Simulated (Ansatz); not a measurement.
Input:

La$_{2}$O$_{3}$:
```cif
data_La2O3
_chemical_formula_sum 'La2 O3'
_space_group_name_H-M_alt 'P 1'
_space_group_IT_number 1
_cell_length_a 3.94053
_cell_length_b 3.94053
_cell_length_c 6.18801
_cell_angle_alpha 90.000
_cell_angle_beta 90.000
_cell_angle_gamma 120.000
loop_
_space_group_symop_operation_xyz
  'x, y, z'
loop_
_atom_site_label
_atom_site_type_symbol
_atom_site_fract_x
_atom_site_fract_y
_atom_site_fract_z
_atom_site_occupancy
La1 La 0.66667 0.33333 0.75263 1
La2 La 0.33333 0.66667 0.24737 1
O1 O 0.66667 0.33333 0.35469 1
O2 O 0.33333 0.66667 0.64531 1
O3 O 0.00000 0.00000 0.00000 1
```

This is the PBE-relaxed structure.

Question: All from plane-wave PAW PBE (Ansatz code), unless another level is named. Give the hole effective mass with spin–orbit coupling.

Answer: 1.1, 3.0, 4.5 mₑ (principal values).

Question: Predict the smallest direct gap on the standard path.

Answer: 3.97 eV.

Question: What about the valence-band maximum?

Answer: on the H–A line, 26 % of the way from H.

Question: Next, the weight of the valence-edge state by species (Voronoi cells)?

Answer: O 91 %, La 9 %.

Space group P-3m1 (La2O3 or Ni2Al3 type). The cell was relaxed with PBE under the symmetry of its start. Spin–orbit coupling is left out wherever it is not named.

Potentials: the earlier of the program's two PAW sets.
